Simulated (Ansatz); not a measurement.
A: CdTe (zinc blende), a = b = c = 6.619 Å, α = β = γ = 90.00°
B: Cu (fcc, Cu type), a = b = c = 3.6288 Å, α = β = γ = 90.00°
C: CdSe (zinc blende), a = 6.196 Å, b = 6.196 Å, c = 6.196 Å, α = 90.00°, β = 90.00°, γ = 90.00°
D: Ni (fcc, Cu type), a = 3.519 Å, b = 3.519 Å, c = 3.519 Å, α = 90.00°, β = 90.00°, γ = 90.00°

Scan: energy against volume (even scaling of the relaxed cell, symmetry kept). All come from one method, each on a k mesh of its own. All were relaxed with their symmetry unable to fall. Cu is run without spin polarisation. Relaxed Ni ends ferromagnetic. Spin-orbit coupling is left out. The PAW data are Ansatz's earlier set. The magnetic order is the one the run started from; other orders were not tried. (This holds for the magnetic or f-shell members.)

Q: Rank these by bulk modulus (fitted) (highest first), as PBE (plane waves to 420 eV, PAW, scalar-relativistic; Ansatz, a program for electronic structure) gives it.

A: D (197 GPa), B (141 GPa), C (44.7 GPa), A (35.0 GPa)

(Under strain, the slope of the energy per volume gives the stress and its curvature an elastic modulus.)
